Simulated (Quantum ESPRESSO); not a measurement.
## One change at a time to Hf4InScTi2

Calculated results; nothing here was measured. They come from Quantum ESPRESSO 7.5, a public plane-wave density functional program. Each row is one single-point run on a made-up periodic cell of eight metal atoms, with elements, volume, strain and displacements drawn at random and not relaxed, so a cell may be unstable or far from any real phase. There is no spin polarisation or spin-orbit coupling.

Settings: PBE unless stated; PseudoDojo standard norm-conserving files; Fermi-Dirac width 0.25 eV, which means electrons at about 2900 K; cutoff 1143 eV; 8 x 4 x 3 k mesh shifted half a step off Gamma. E is the free energy of the whole cell (internal energy minus TS), so a -TS column is already part of it. Stress is positive in tension, and the pressure P is minus a third of its trace.

Checks: one run of this series was repeated at a higher cutoff and on a denser mesh, which moved values by no more than 0.002 eV, 0.02 GPa and 0.003 eV/Å, and a second program with other atomic files agreed on it to 2 % rms in force and 0.5 GPa in pressure. Known limits: heavy elements are run without spin-orbit coupling, which real alloys of them have; a spin test at this wide smearing found no moment, but such smearing suppresses magnetism that the real alloy may have.

The lattice is hexagonal close-packed, and the cell vectors in Å are (3.174, 0.000, 0.000); (1.587, -2.749, -5.155); (1.587, 8.247, -5.155), a volume of 179.92 Å³ in run 1. The elements on sites 1 to 8 are In Sc Hf Hf Hf Ti Hf Ti. Each later run makes one change to run 1 and keeps the rest. E is counted from run 1, and is n/a where other atomic files have another zero of energy.

| run | change | V (Å³) | P (GPa) | -TS (eV) | rms force (eV/Å) | largest change of a force component (eV/Å) | E (eV) |
|---|---|---|---|---|---|---|---|
| 1 | none | 179.92 | -3.73 | -2.148 | 0.231 | 0.000 | 0.000 |
| 2 | sites 1 and 5 exchanged | 179.92 | -3.57 | -2.165 | 0.321 | 0.522 | -0.123 |
| 3 | all lengths scaled by +1.62 % | 188.81 | -7.18 | -2.258 | 0.206 | 0.086 | ? |
| 4 | PBEsol in place of PBE | 179.92 | -7.20 | -2.160 | 0.221 | 0.045 | n/a |
| 5 | Zr on site 2 | 179.92 | -3.77 | -2.161 | 0.233 | 0.120 | n/a |
| 6 | site 2 moved by -0.19 Å along z | 179.92 | -3.69 | -2.149 | 0.326 | 1.050 | 0.072 |

## Worked estimate

Along a uniform scaling dE = -P dV. The mean of the two pressures is -5.455 GPa and the volume changes by 8.89 Å³, with 160.2 GPa to one eV/Å³. The same two rows give -V dP/dV = 72 GPa for this cell with clamped atoms, which is not the bulk modulus of a real alloy.

## Withheld value

Question: what E should run 3 give?

The estimate is 0.303 eV. The calculation gave 0.306 eV. The mean of two end points misses the curvature of P, and the finite cutoff adds a little.
